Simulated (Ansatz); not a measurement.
Relaxed-ion elastic tensor of SiC in space group P6_3mc (No. 186; Pearson symbol hP16) in GPa (Voigt order), PBEsol (plane waves, PAW; program Ansatz); density 3.22 g/cm³, 10.34 Å³ per atom.

```
 492   115  58.9   0.0   0.0   0.0
 115   492  58.9   0.0   0.0   0.0
58.9  58.9   545   0.0   0.0   0.0
 0.0   0.0   0.0   161   0.0   0.0
 0.0   0.0   0.0   0.0   161   0.0
 0.0   0.0   0.0   0.0   0.0   188
```

**Question.** Is the crystal mechanically stable?

**Answer.** Yes: the smallest eigenvalue of C is 161 GPa.

**Question.** Work out the Voigt, Reuss and Hill averages.

**Answer.** K_V = 222, K_R = 222, K_H = 222; G_V = 188, G_R = 184, G_H = 186 GPa.

**Question.** Give Young's modulus, Poisson's ratio, Pugh's ratio and the universal anisotropy index.

**Answer.** E = 9KG/(3K + G) = 437 GPa; ν = 0.17; K/G = 1.19 (brittle by the Pugh limit of 1.75); A_U = 5G_V/G_R + K_V/K_R − 6 = 0.12.

**Question.** Estimate the sound speeds and the Debye temperature.

**Answer.** v_l = √((K + 4G/3)/ρ) = 12100 m/s, v_t = √(G/ρ) = 7600 m/s, mean 8370 m/s; Θ = (h/k)(3n/4πV)^(1/3) v_m = 1140 K.

**Question.** How much does each axis shrink under pressure?

**Answer.** Linear compressibilities β_i = Σ_j S_ij (j = 1 to 3): x 1.5, y 1.5, z 1.5 per TPa.

The workflow started from an entry of the Crystallography Open Database (COD). Its sites differ from those of the usual phase in this space group: another stacking or structure type. The cell was relaxed with PBEsol under the symmetry of its start; its stability against distortions is not shown here.

Potentials: the later of the program's two PAW sets.
